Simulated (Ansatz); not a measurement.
KRb$_{2}$ScF$_{6}$:
```xyz
10
Lattice="-3.1486 3.1486 4.5770 3.1486 -3.1486 4.5770 3.1486 3.1486 -4.5770" Properties=species:S:1:pos:R:3 pbc="T T T"
K      0.0000     0.0000     4.5770
Rb     0.0000     3.1486     2.2885
Rb     3.1486     0.0000     2.2885
Sc     0.0000     0.0000     0.0000
F      2.1306     1.4081     4.5770
F      1.0180     1.7405     0.0000
F     -1.4081     2.1306     4.5770
F      4.5567     1.0180     0.0000
F      0.0000     0.0000     2.0236
F      0.0000     0.0000     7.1304
```

Relaxed with r²SCAN.

Map the electron localisation function on the plane through (0.500, 0.500, 0.000) spanned by u = [1, 1, 0] and v = [1, 0, 1] in lattice vectors, from DFT-r²SCAN in the program Ansatz with PAW potentials.

x is the fraction of u, y of v (the angle between them is 90°; rows are the nearest grid lines); atoms in the plane: K at (0.00, 0.00), Rb at (0.75, 0.50), Rb at (0.25, 0.50), Sc at (0.50, 0.00), F at (0.72, 0.00), F at (0.28, 0.00).
```
|+#@@%. =%@#=+%%-.%#::#%.-%%+=#@%= .%@@#+|
|#%@@%. =%@%*#%%-.#%==%#.-%%#*%@%= .%@@%#|
|@@@@+  :*%@@@%#: -#%%#- :#%@@@%*:  +@@@@|
|@@@#-  .+#%%%#=.  :==:  .=#%%%#+.  -#@@@|
|##*-.   :=+++=:          :=+++=:   .-*##|
|                 .::::.                 |
|                 :-==-:                 |
|       :-==-:    :=++=:    :-==-:       |
|     .*%@@@@@%=   :--:   =%@@@@@%*.     |
|     =%@@@@@@@#:   ::   :#@@@@@@@%=     |
|    .*@@@%%%@@@+        +@@@%%%@@@*.    |
|    -%@@#. .#@@%-      -%@@#. .#@@%-    |
|    -%@@#. .#@@%-      -%@@#. .#@@%-    |
|    .*@@@%%%@@@+        +@@@%%%@@@*.    |
|     =%@@@@@@@#:   ::   :#@@@@@@@%=     |
|     .*%@@@@@%=   :--:   =%@@@@@%*.     |
|       :-==-:    :=++=:    :-==-:       |
|                 :-==-:                 |
|                 .::::.                 |
|##*-.   :=+++=:          :=+++=:   .-*##|
|@@@#-  .+#%%%#=.  :==:  .=#%%%#+.  -#@@@|
|@@@@+  :*%@@@%#: -#%%#- :#%@@@%*:  +@@@@|
|#%@@%. =%@%*#%%-.#%==%#.-%%#*%@%= .%@@%#|
|+#@@%. =%@#=+%%-.%#::#%.-%%+=#@%= .%@@#+|
```
Scale: ten equal steps from 0.004 (start of ' ') to 0.882 (end of '@'), in the order ' .:-=+*#%@'; x runs from 0.000 to 1.00, y from 0.000 (bottom) to 1.00 (top).

The density is the valence pseudo-density with augmentation charge, so density and ELF within about 1 Å of a nucleus are not all-electron values.

Space group I4/m. The workflow started from a Materials Project entry (that database holds measured and hypothetical structures alike); the Crystallography Open Database files this formula in space group No. 87, but the cells were not matched. Its standing as an ambient phase is unchecked. Symmetry was held in the r²SCAN relaxation; whether a distortion lowers the energy is not shown. No spin polarisation was allowed.

Potentials: the later of the program's two PAW sets.
